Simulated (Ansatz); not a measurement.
Here is the system:

Co6W7:
```
CELL_PARAMETERS angstrom
      2.40114     1.38630     8.65219
     -2.40114     1.38630     8.65219
      0.00000    -2.77260     8.65219
ATOMIC_POSITIONS crystal
  W  0.00000 0.00000 0.00000
  Co 0.09119 0.09119 0.58155
  Co 0.90881 0.90881 0.41845
  Co 0.58155 0.09119 0.09119
  Co 0.41845 0.90881 0.90881
  Co 0.09119 0.58155 0.09119
  Co 0.90881 0.41845 0.90881
  W  0.16435 0.16435 0.16435
  W  0.83565 0.83565 0.83565
  W  0.34721 0.34721 0.34721
  W  0.65279 0.65279 0.65279
  W  0.45080 0.45080 0.45080
  W  0.54920 0.54920 0.54920
```

This is the PBE-relaxed structure.

Question: All from DFT-PBE in the program Ansatz with PAW potentials, unless another level is named. Predict the density of states at the Fermi level.

Answer: 1.0 states/eV per atom (mean over ±0.08 eV).

Question: What about the formation energy from the elements (no fitted shifts)?

Answer: -0.053 eV/atom.

Space group R-3m. The start of the workflow was typed in or built on a structure type; neither database checked (COD, Materials Project) lists it. Whether it is the stable phase at ambient conditions was not checked. The PBE relaxation kept the symmetry of its start; its stability against distortions is not shown here. The workflow began spin-polarised and lost its moments. The references are the lowest solids computed at this level, not always the standard phases. Scalar-relativistic: spin–orbit coupling is off unless named, which matters more the heavier the elements.

Potentials: the earlier of the program's two PAW sets.
